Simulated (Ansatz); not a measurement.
A: Ni (fcc, Cu type), a = b = c = 3.519 Å, α = β = γ = 90.00°
B: GaSb (zinc blende), a = b = c = 6.214 Å, α = β = γ = 90.00°
C: CdTe (zinc blende), a = b = c = 6.619 Å, α = β = γ = 90.00°

Scan: energy against volume (even scaling of the relaxed cell, symmetry kept). All come from one method, each on a k mesh of its own. All were relaxed with their symmetry unable to fall. At this level the bands of GaSb touch or barely overlap; measurements give the solid a gap. Relaxed Ni ends ferromagnetic. Spin-orbit coupling is left out. The PAW data are Ansatz's earlier set. Other magnetic orders were not checked, so this need not be the ground state. (This holds for the magnetic or f-shell members.)

Put the candidates in order of bulk modulus (fitted), lowest first, for PBE (plane waves to 420 eV, PAW, scalar-relativistic; Ansatz, a first-principles code).

C (35.0 GPa), B (44.6 GPa), A (197 GPa)

(A scan under strain: stresses follow from slopes of the energy per volume, elastic moduli from its curvatures.)
